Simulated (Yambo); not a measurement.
G0W0@PBEsol for NaCaIrH$_{6}$ (space group F-43m, No. 216) in Yambo. Reference settings: 4×4×4 Γ-centred k mesh, bands 6 to 140 and a 7 Ry block in the screening, 140 bands in G with the Bruneval-Gonze terminator, plasmon pole fitted at 27.2 eV. The PBEsol gap W → X on this mesh is 3.25 eV; G0W0 gaps are taken between the same points.

The settings were changed. The gap went from 4.85 eV to 4.79 eV, and the shift of the valence edge from -0.62 eV to -0.25 eV.

Problem. What was changed between the two runs?
A) 1 Ry block
B) no random integration
C) 92 bands in G, no terminator
D) 92 bands in G

Solution. C, 92 bands in G, no terminator. The others gave (gap, valence shift): no random integration: 4.79, -0.43 eV; 92 bands in G: 4.85, -0.60 eV; 1 Ry block: 4.77, -0.42 eV.

Spin-orbit coupling is not included.

Geometry of the Materials Project entry, not relaxed at this level; primitive cell a = b = c = 5.1096 Å, α = β = γ = 60.00°.

The structure is a Materials Project entry; no match was found in the copy of COD used, and its stability was not checked.

A shift is the quasiparticle energy of the state minus its PBEsol energy.
